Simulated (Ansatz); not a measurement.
# Step by step: Os, relaxation of cell and atoms

Method: DFT, PBE, PAW with Ansatz's default frozen-core files, scalar-relativistic (Ansatz 0.2.0).

Command: `ansatz run input.yaml --threads 1 --pin off --max-ram 2048MiB --backend cpu --events-out ev --progress --plain --runs-dir out` The run took 27 s on 1 thread of Arm Neoverse V1, with other jobs on the host.

```yaml
crystal:
  lattice:
    - [2.6584457015, 0.0, 0.0]
    - [-1.3292228508, 2.3022815121, 0.0]
    - [0.0, 0.0, 4.3066820365]
  atoms:
    - { symbol: Os, position: [0.3333333333, 0.6666666667, 0.25] }
    - { symbol: Os, position: [0.6666666667, 0.3333333333, 0.75] }
kpoints:
  mp_grid: { grid: [16, 16, 9] }
scf:
  occupations: { method: fermi_dirac, width: 0.03 }
hamiltonian:
  xc: pbe
  pseudopotentials: { kind: paw }
output:
  forces: true
  stress: true
relax:
  f_tol: 0.005
  max_steps: 80
  cell: {}
```

Spin–orbit coupling is left out, though it moves levels of the heavy atoms by tenths of an eV or more.

The cell is built from the hcp type as a first guess.

The cutoff is 420 eV; energies and pressures of the walk include the program's estimate of the Pulay term.

Each frame lists the cell vectors (Å), then Cartesian positions (Å); symmetry keeps all forces zero. Free energies count from the first step, -22768.8368 eV.

The walk took 8 evaluations in all; steps that aren't listed are left out.

Step 1: E = 0.0 meV, P = 38.15 GPa

```
cell 2.6584 0.0000 0.0000 -1.3292 2.3023 0.0000 0.0000 0.0000 4.3067
Os    0.0000    1.5349    1.0767
Os    1.3292    0.7674    3.2300
```

Step 2:

```
cell 2.7885 0.0000 0.0000 -1.3943 2.4149 0.0000 0.0000 0.0000 4.4017
Os    0.0000    1.6100    1.1004
Os    1.3943    0.8050    3.3012
```

Step 3: E = -263.0 meV, P = -2.11 GPa

```
cell 2.7595 0.0000 0.0000 -1.3797 2.3898 0.0000 0.0000 0.0000 4.3525
Os    0.0000    1.5932    1.0881
Os    1.3797    0.7966    3.2644
```

Problem. Give the energy, pressure of step 2.

Solution. E = -215.1 meV, P = -13.69 GPa
```
Os    0.0000    1.6100    1.1004
Os    1.3943    0.8050    3.3012
```

Problem. How does the relaxation end?

Solution. It converges, with a = 2.753 Å, b = 2.753 Å, c = 4.348 Å, α = 90.00°, β = 90.00°, γ = 120.00° (conventional cell, space group P6_3/mmc). The last solve (on a basis chosen afresh for the final cell, so its energy is not quite comparable) gives E = -265.2 meV, P = 0.00 GPa:
```
cell 2.7532 0.0000 0.0000 -1.3766 2.3844 0.0000 0.0000 0.0000 4.3480
Os    0.0000    1.5896    1.0870
Os    1.3766    0.7948    3.2610
```
